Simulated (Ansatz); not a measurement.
RuF2 as a 1T monolayer, relaxed with r2SCAN. The sheet's in-plane cell has a = 3.227 Å, b = 3.227 Å (γ = 120.0°), and its outermost atoms lie 1.99 Å apart along the normal. Around Ru lie 6 F at 2.11 Å; around F lie 3 Ru at 2.11 Å.

```xyz
3
Lattice="3.2271 0.0000 0.0000 -1.6136 2.7948 0.0000 0.0000 0.0000 28.4176" Properties=species:S:1:pos:R:3 pbc="T T F"
Ru    0.0000    0.0000    9.0000
F     0.0000    1.8632    9.9927
F     1.6136    0.9316    8.0073
```
The sheet repeats along a and b alone.

3 runs of Ansatz 0.2.0 on this cell differ in the functional (and in the settings that go with it). Levels are in eV from each run's valence top; v1 is the last filled band, c1 the first empty one.

Run A, mean stress 0.0 N/m (compression positive):
```
     point     v5     v3     v1    c1    c2    c3
         Γ  -6.17  -0.99   0.00  2.32  2.32  3.04
         M  -6.65  -1.00  -0.25  1.52  2.38  8.15
         K  -6.61  -0.69  -0.47  1.87  1.87  9.97
Γ–M (0.81)  -6.68  -0.98  -0.29  1.51  2.36  7.04
```

Run B, mean stress -0.9 N/m (compression positive):
```
     point     v5     v3     v1    c1    c2     c3
         Γ  -6.19  -1.06   0.00  5.43  5.43   5.56
         M  -6.78  -1.03  -0.31  4.65  5.52  10.67
         K  -6.75  -0.77  -0.50  4.99  4.99  12.43
Γ–M (0.81)  -6.81  -1.01  -0.36  4.62  5.50   9.56
```

Run C, mean stress -4.4 N/m (compression positive):
```
     point     v5     v3     v1    c1    c2    c3
         Γ  -6.26  -1.00   0.00  1.51  1.51  2.17
         M  -6.72  -1.06  -0.17  0.69  1.55  7.09
         K  -6.67  -0.65  -0.46  1.03  1.03  8.87
Γ–M (0.81)  -6.74  -1.04  -0.22  0.68  1.53  6.05
```

Task: Match the runs to LDA, r2SCAN, r2SCAN0.

Result: A is r2SCAN, B is r2SCAN0, C is LDA. In order of the gap: LDA 0.68, r2SCAN 1.51, r2SCAN0 4.61 eV. The stress vanishes for r2SCAN, which relaxed the cell.

The calculation is spin-unpolarised, and the structure need not be a phase that has been made.

The runs are scalar-relativistic, without spin-orbit coupling.

The stress of a hybrid is loosely converged in these runs.

Where an edge lies off the special points, it is a point of the mesh or the k point where a search put PBE's edge or least direct gap, reused for the other functionals, whose own edges may lie a little apart.

The meshes of the hybrids are coarse, so their gaps aren't converged to the digits shown.
